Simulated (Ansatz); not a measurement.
## Notes on BaTiO$_{3}$

```
CELL_PARAMETERS angstrom
4.03097 0.00000 0.00000
0.00000 4.03097 0.00000
0.00000 0.00000 4.03097
ATOMIC_POSITIONS crystal
Ba 0.00000 0.00000 0.00000
O 0.50000 0.50000 0.00000
O 0.00000 0.50000 0.50000
O 0.50000 0.00000 0.50000
Ti 0.50000 0.50000 0.50000
```

Method: PBE, no spin polarisation; PAW, plane waves to 420 eV, 6×6×6 Γ-centred mesh, gaussian occupations (width 0.0863 eV) (Ansatz 0.2.0), atoms fixed.

Question: Is it stable against the elements?

Answer: -3.09 eV an atom against the elements' usual phases (free molecules for gases, crystals otherwise, with no correction for O₂ or N₂), so it is bound against them; other compounds may still compete. Relaxing would lower it.

Question: Is the cell too large or too small?

Answer: The pressure is -1.4 GPa (compression positive), so with the atoms held at these fractions the cell would first shrink.

Question: What do density and ELF say about some of the short contacts?

Answer: O–Ti at 2.02 Å: least valence density 0.61 e/Å³ and ELF 0.20 there. Ba–O at 2.85 Å: least valence density 0.17 e/Å³ and ELF 0.09 there, a closed-shell (ionic or weak) contact. Both are smooth PAW fields, read partly inside the augmentation spheres.

Question: What is the band gap?

Answer: The gap is 1.76 eV, indirect (the least direct gap found is 1.89 eV).

Question: What is the character of the valence top and the conduction bottom?

Answer: Within 0.7 eV of the edges, the states project mainly on O p (94 %) below the gap and on Ti d (91 %) above it.

Origin: a database entry at a rescaled volume.
